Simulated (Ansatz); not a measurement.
Calculated ⁴⁵Sc NMR of the central transition for Na₃HfScSi₂SO₁₂

Cell: a Materials Project structure (computed, not necessarily an observed phase).

Space group Cc (No. 9); a = 15.8434, b = 9.1319, c = 9.2594 Å, β = 125.14°.

| site | Wyckoff | site symmetry | x | y | z |
| --- | --- | --- | --- | --- | --- |
| Na1 | 4a | 1 | 0.8076 | 0.0640 | 0.7274 |
| Na2 | 4a | 1 | 0.1693 | 0.0706 | 0.7326 |
| Na5 | 4a | 1 | 0.7316 | 0.7673 | 0.4839 |
| Hf | 4a | 1 | 0.4035 | 0.2601 | 0.9415 |
| Sc | 4a | 1 | 0.6021 | 0.7560 | 0.0567 |
| Si11 | 4a | 1 | 0.6513 | 0.8979 | 0.7612 |
| Si12 | 4a | 1 | 0.5051 | 0.4550 | 0.7565 |
| S | 4a | 1 | 0.3541 | 0.8990 | 0.7477 |
| O17 | 4a | 1 | 0.6592 | 0.8645 | 0.9407 |
| O18 | 4a | 1 | 0.0729 | 0.0599 | 0.9289 |
| O19 | 4a | 1 | 0.4484 | 0.8353 | 0.9013 |
| O23 | 4a | 1 | 0.3474 | 0.1264 | 0.0826 |
| O24 | 4a | 1 | 0.9287 | 0.9391 | 0.0804 |
| O25 | 4a | 1 | 0.5435 | 0.1756 | 0.0927 |
| O29 | 4a | 1 | 0.2661 | 0.1707 | 0.2392 |
| O30 | 4a | 1 | 0.5830 | 0.6432 | 0.2359 |
| O31 | 4a | 1 | 0.6641 | 0.9276 | 0.2419 |
| O35 | 4a | 1 | 0.7451 | 0.8075 | 0.7663 |
| O36 | 4a | 1 | 0.4198 | 0.3576 | 0.7660 |
| O37 | 4a | 1 | 0.3471 | 0.0603 | 0.7668 |

One atom of each set is listed; the run and its k-mesh use a cell of 40 atoms with edges of 9.14, 9.14, 9.26 Å.

Method: Kohn–Sham DFT in Ansatz, PBE, plane waves and PAW, scalar-relativistic, 420 eV cutoff, Γ-centred 3×3×3 k-points, Fermi–Dirac smearing 0.02 eV.

⁴⁵Sc has I = 7/2 and Q = -220.0 mb (Pyykkö 2018); at 35.2 T its Larmor frequency is ν₀ = 364.6 MHz. Only the quadrupole interaction is simulated: positions count from each site's isotropic chemical shift, and J coupling is left out, as are shift anisotropy and dipolar coupling, which fast spinning averages.

**Question.** What does the ⁴⁵Sc spectrum (fast magic-angle spinning) show for each site?

**Answer.** 

```
site         first shell  C_Q (MHz)     η  P_Q (MHz)  δ_QIS (ppm)  breadth (kHz)
  Sc  6 O at 2.02–2.27 Å      -38.1  0.30       38.6        -28.6           23.9
```

δ_QIS = −(ν_Q²/30ν₀²)[I(I+1) − 3/4](1 + η²/3) × 10⁶ ppm with ν_Q = 3|C_Q|/[2I(2I−1)]; it falls as 1/B₀² in ppm, and the breadth as 1/B₀ in kHz.

The broadest static pattern spans 67 kHz. The table holds for spinning faster than that; slower spinning leaves sidebands.

The largest force is 0.6 eV/Å, so the atoms aren't at the calculated equilibrium and relaxing them would move these values.

Hardware: 4 threads of Arm Neoverse N1 (aarch64; 36 cores open to the job, memory cap 8.0 GiB, no GPU), a shared host with a load of 1.0 a core. Wall time 2.1 min, CPU time 8 min, peak memory 2.7 GiB.
